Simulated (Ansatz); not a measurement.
# Mg$_{3}$Cd$_{2}$Te$_{5}$ (I-4m2) at 2 levels of theory

One geometry, relaxed with PBE; plane waves with PAW potentials in Ansatz, scalar-relativistic. No spin polarisation. Gaps are the least over mesh and band path; pressure is positive in compression.

```
CELL_PARAMETERS angstrom
-2.32016 2.32016 16.33202
2.32016 -2.32016 16.33202
2.32016 2.32016 -16.33202
ATOMIC_POSITIONS crystal
Mg 0.70069 0.70069 0.00000
Mg 0.29931 0.29931 0.00000
Mg 0.50000 0.50000 0.00000
Cd 0.89964 0.89964 0.00000
Cd 0.10036 0.10036 0.00000
Te 0.34829 0.84829 0.50000
Te 0.95101 0.45101 0.50000
Te 0.54899 0.04899 0.50000
Te 0.15171 0.65171 0.50000
Te 0.75000 0.25000 0.50000
```

| level | cutoff (eV) | k mesh | gap (eV) | pressure (GPa) |
| --- | --- | --- | --- | --- |
| PBE | 420 | 8×8×8 | 1.53 | 0.0 |

**Question.** What comes out on the same cell with r2SCAN?

**Answer.**
| level | cutoff (eV) | k mesh | gap (eV) | pressure (GPa) |
| --- | --- | --- | --- | --- |
| r2SCAN | 500 | 8×8×8 | 2.08 | -0.9 |

Spin-orbit coupling matters for the bands of heavy elements and is left out.

The structure comes from a generated guess; another structure or a mixture of phases may lie lower.
